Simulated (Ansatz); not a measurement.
Zr3Sc in space group P6_3/mmc (No. 194; Zr on 6h, Sc on 2d), the program Ansatz at the PBE level (PAW), all energies at zero smearing, with the estimated change up to a 700 eV cutoff added, with one set of potentials and settings (totals compare only within such a set). Cell of 8 atoms (6 Zr, 2 Sc): -29374.866 eV.

```tsv
element	reference phase	E (eV/atom)
Zr	P6_3/mmc, 2 atoms in the cell	-4183.8362
Sc	P6_3/mmc, 2 atoms in the cell	-2135.8097
```

Formation energy per atom, worked out: (-29374.866 − 6×(-4183.8362) − 2×(-2135.8097))/8 = -0.029 eV/atom (-3 kJ per mol of atoms), at 0 K, without zero-point energy or fitted corrections.

The first step of the workflow began from a Materials Project structure, measured or hypothetical; the Crystallography Open Database copy checked does not list it. With Zr and Sc taken as one species the cell has the higher symmetry P6_3/mmc, so it may be an ordered model of a mixed-site phase. Whether it is the stable phase at ambient conditions was not checked. Symmetry was held in the PBE relaxation; its stability against distortions is not shown here. The run is not spin-polarised. The references are the lowest solids computed at this level, not always the standard phases.

Potentials: the later of the program's two PAW sets.
